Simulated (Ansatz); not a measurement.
A geometry of SnSe$_{2}$ away from equilibrium: step 4 of the relaxation of a randomly generated symmetric cell of SnSe2 (space group No. 145). The numbers are results of r2SCAN (plane waves to 500 eV, PAW, scalar-relativistic; Ansatz, a first-principles code), not measurements. Γ-centred k-mesh 5×5×3 on the run's cell (coarser than for final values), Fermi–Dirac smearing 0.05 eV. The plane waves were selected for a different cell earlier on the path.

```
CELL_PARAMETERS angstrom
      5.87707     0.00000     0.00000
     -2.93853     5.08969     0.00000
      0.00000     0.00000     7.80830
ATOMIC_POSITIONS crystal
  Se 0.25523 0.39140 0.92087
  Se 0.60860 0.86383 0.58754
  Se 0.13617 0.74477 0.25421
  Se 0.75193 0.93018 0.27753
  Se 0.06982 0.82175 0.94420
  Se 0.17825 0.24807 0.61086
  Sn 0.72839 0.23702 0.91074
  Sn 0.76298 0.49137 0.57741
  Sn 0.50863 0.27161 0.24407
```

Q: Give the Cartesian forces on all atoms (eV/Å).

A: 
```csv
atom,Fx,Fy,Fz
Se1,-0.24,0.03,-0.58
Se2,0.10,-0.23,-0.58
Se3,0.15,0.20,-0.58
Se4,-0.57,0.31,0.54
Se5,0.02,-0.65,0.54
Se6,0.55,0.34,0.54
Sn7,0.17,0.16,0.04
Sn8,-0.22,0.06,0.04
Sn9,0.06,-0.22,0.04
```

The path ends in P3₂ (No. 145). The relaxed cell holds bonded Se–Se pairs (2.37 Å). No spin polarisation in the result.

The run could not lose the symmetry of its start: the end is stationary, and may be a saddle point rather than a minimum.

The end of the path is a generated cell of SnSe2: the first start was made by a random draw of sites in a space group, and the end was not matched to a known phase here, so it may be hypothetical. Known forms of SnSe2 include space group No. 164.
